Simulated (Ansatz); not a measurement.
BaTiO3:
```xyz
5
Lattice="3.9270 0.0000 0.0000 0.0000 3.9270 0.0000 0.0000 0.0000 3.9745" Properties=species:S:1:pos:R:3 pbc="T T T"
Ba     1.9635     1.9635     2.3034
Ti     0.0000     0.0000     0.3646
O      0.0000     1.9635     0.2589
O      1.9635     0.0000     0.2589
O      0.0000     0.0000     2.2196
```

Tensor components refer to the Cartesian frame of this cell.

Task: Give the high-frequency dielectric tensor and the Born effective charge tensors of the independent atoms from DFPT, the program Ansatz at the LDA level (PAW).

Result: 
ε∞:
```
6.56  0.00  0.00
0.00  6.56  0.00
0.00  0.00  6.04
```
Z* of atom 1 (Ba), rows: field, columns: displacement, in e:
```
2.77  0.00  0.00
0.00  2.77  0.00
0.00  0.00  2.83
```
Z* of atom 2 (Ti), rows: field, columns: displacement, in e:
```
7.15  0.00  0.00
0.00  7.15  0.00
0.00  0.00  6.26
```
Z* of atom 3 (O), rows: field, columns: displacement, in e:
```
-2.17   0.00   0.00
 0.00  -5.66   0.00
 0.00   0.00  -2.03
```
Z* of atom 5 (O), rows: field, columns: displacement, in e:
```
-2.09   0.00   0.00
 0.00  -2.09   0.00
 0.00   0.00  -5.02
```

Space group P4mm. Symmetry was held in the LDA relaxation. At this level the phase is dynamically unstable (imaginary phonons). The run is not spin-polarised. Scalar-relativistic: spin–orbit coupling is off unless named, which matters more the heavier the elements.

Potentials: the earlier of the program's two PAW sets. The files were generated under PBE; for other functionals the program regenerates the frozen cores, and for LDA and PBEsol the local potential too.
